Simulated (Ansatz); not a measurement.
**YbAsPt: what a change of scf.occupations.width, scf.occupations.method, scf.eigensolver.kind does**

All numbers are calculated (PBEsol, no spin polarisation, no spin-orbit coupling; Ansatz, PAW set soft_2, 420 eV, k-mesh 9×9×2), not measured. These are the settings of the reference run.

Cell:

```xyz
12
Lattice="4.2326 0.0000 0.0000 -2.1163 3.6655 0.0000 0.0000 0.0000 15.3193" Properties=species:S:1:pos:R:3 pbc="T T T"
As    2.1163    1.2218   13.4036
As    0.0000    2.4437    1.9156
As    0.0000    2.4437    5.7440
As    2.1163    1.2218    9.5753
Pt    2.1163    1.2218    5.7321
Pt    0.0000    2.4437    9.5871
Pt    0.0000    2.4437   13.3917
Pt    2.1163    1.2218    1.9275
Yb    0.0000    0.0000    7.6596
Yb    0.0000    0.0000    0.0000
Yb    0.0000    0.0000    3.8298
Yb    0.0000    0.0000   11.4894
```

The reference run of this cell is solved again as a single point with these keys changed:

| key | reference run | changed run |
| --- | --- | --- |
| scf.occupations.width | 0.05 | not typed |
| scf.occupations.method | gaussian | tetrahedron_uncorrected |
| scf.eigensolver.kind | not typed | davidson |

Task: How does the changed run end?

Result: 

| quantity | reference run | changed run |
| --- | --- | --- |
| energy, changed less reference (meV an atom) | 0 | 6.4 |
| pressure (GPa) | 0.0 | 0.1 |
| largest force (eV/Å) | 0.00 | 0.02 |
| gap on the mesh (eV) | 0.00 | 0.00 |

The energy moves by 6.4 meV an atom (0.08 eV for the cell). It took 20 iterations.

Caveats: the reference run: 4f shell without a U, which puts 4f levels too near the Fermi level; a single point, atoms not relaxed again.
